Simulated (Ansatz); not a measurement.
Data:

NbP:
```xyz
4
Lattice="-1.6700 1.6700 5.7253 1.6700 -1.6700 5.7253 1.6700 1.6700 -5.7253" Properties=species:S:1:pos:R:3 pbc="T T T"
Nb     0.0000     0.0000    11.4492
Nb     0.0000     1.6700     2.8612
P      0.0000     0.0000     6.6729
P      1.6700     0.0000     3.8103
```

This is the r²SCAN-relaxed structure.

Q: All from plane-wave PAW r²SCAN (Ansatz code), unless another level is named. Estimate the electronic character.

A: no gap, with almost no states at the Fermi level (zero-gap or semimetallic).

Q: And the formation energy from the elements (no fitted shifts)?

A: -1.11 eV/atom.

Q: What about the gap with spin–orbit coupling?

A: none (metallic).

Space group I4_1md. Symmetry was held in the r²SCAN relaxation. The run is not spin-polarised. A small band overlap can be real or an error of a semilocal functional. The references are the lowest solids computed at this level, not always the standard phases. Scalar-relativistic: spin–orbit coupling is off unless named, which matters more the heavier the elements.

Potentials: the earlier of the program's two PAW sets. The files were generated under PBE; for other functionals the program regenerates the frozen cores, and for LDA and PBEsol the local potential too.
